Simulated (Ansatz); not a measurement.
Level of theory: Ansatz, DFT PBE, scalar-relativistic, plane waves, PAW. All cells share a 420 eV cutoff and Γ-centred k meshes spaced at most about 0.3 Å⁻¹ (about 0.25 or finer for metals, 2π included). Collinear spin in cells that started with moments and kept them past the coarse steps, no spin elsewhere.

Temperature and zero-point effects are left out.

Compare these two cells of RbYSc, each relaxed at this level.

A. (no spin)

```
Rb Y Sc
1.0
     4.63256    0.00000    0.00000
     0.00000    4.63256    0.00000
     0.00000    0.00000   12.99275
Rb Y Sc
2 2 2
Direct
  0.50000 0.00000 0.63766
  0.00000 0.50000 0.36234
  0.00000 0.00000 0.00000
  0.50000 0.50000 0.00000
  0.00000 0.50000 0.81606
  0.50000 0.00000 0.18394
```

B. (site moments Y 0.2; Sc 0.4 μB)

```
Rb Y Sc
1.0
     6.25371    0.00000    0.00000
    -3.12685    5.41587    0.00000
     0.00000    0.00000    3.34967
Rb Y Sc
1 1 1
Direct
  0.00000 0.00000 0.00000
  0.66667 0.33333 0.50000
  0.33333 0.66667 0.50000
```

Problem. Which would you expect to be lower, and how large is the difference?

Solution. A is lower, by 145 meV/atom. A has space group P4/nmm (No. 129), 46.5 Å³/atom and no gap on its mesh; B has space group P-6m2 (No. 187), 37.8 Å³/atom and no gap. Counting all near atoms (those within 1.25 times the shortest distance at each site; a plus sign parts nearer from farther groups), A has Rb 4+8, Y 8, Sc 4+4 and B has Rb 2+12, Y 5+6, Sc 5+6. Their magnetic states differ too. The lower one is the more open, so pressure narrows the difference. Even the lower one lies +0.66 eV/atom against the reference forms of the elements (uncorrected), so neither is stable at this level. In A, around Rb lie 4 Sc at 4.01 Å and 8 Rb at 4.63–4.85 Å; Y has 4 Y at 3.28 Å and 4 Sc at 3.33 Å; Sc has 4 Y at 3.33 Å and 4 Rb at 4.01 Å. In B, around Rb lie 2 Rb at 3.35 Å, 6 Sc at 3.98 Å and 6 Y at 3.98 Å; Y has 2 Y at 3.35 Å, 3 Sc at 3.61 Å and 6 Rb at 3.98 Å; around Sc lie 2 Sc at 3.35 Å, 3 Y at 3.61 Å and 6 Rb at 3.98 Å. Both come from invented guesses.

The magnetic state reached may not be the lowest. Cells relaxed within their symmetry can be saddle points. Some candidate types were left out of the draw beforehand, so a known form may be missing.
